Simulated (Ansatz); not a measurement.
Si (diamond)

```xyz
2
Lattice="0.0000 2.7168 2.7168 2.7168 0.0000 2.7168 2.7168 2.7168 0.0000" Properties=species:S:1:pos:R:3 pbc="T T T"
Si     0.0000     0.0000     0.0000
Si     1.3584     1.3584     1.3584
```

The slice is a {100} plane (indices of the conventional cell) through the point (0.250, 0.250, 0.250) (fractional), spanned by u = [100] and v = [0 1 -1] in vectors of this cell: u (3.84 Å) and v (3.84 Å, at 90° to u). It covers one period; positions are fractions (u, v).

These are PBEsol (plane waves to 420 eV, PAW, scalar-relativistic; Ansatz, an electronic-structure program) values and carry that method's errors. k mesh 11×11×11. Inside the PAW spheres the values are not all-electron values, and peaks at nuclei hang on which shells count as valence. Si was relaxed with its symmetry unable to fall.

Q: Sketch the electron localisation function (ELF) on this plane as a map.

A: 
```tsv
v \ u	0.00	0.12	0.25	0.38	0.50	0.62	0.75	0.88
0.88	x	0.50	0.71	0.56	0.37	0.56	0.71	0.50
0.75	0.80	0.71	0.48	0.23	0.14	0.23	0.48	0.71
0.62	0.69	0.56	0.23	0.06	0.03	0.06	0.23	0.56
0.50	0.48	0.37	0.14	0.03	0.02	0.03	0.14	0.37
0.38	0.69	0.56	0.23	0.06	0.03	0.06	0.23	0.56
0.25	0.80	0.71	0.48	0.23	0.14	0.23	0.48	0.71
0.12	x	0.50	0.71	0.56	0.37	0.56	0.71	0.50
0.00	x	x	0.80	0.69	0.48	0.69	0.80	x
```

Values: electron localisation function (ELF). Points within 0.5 Å of a nucleus are blanked (x), as the pseudised field means little there.
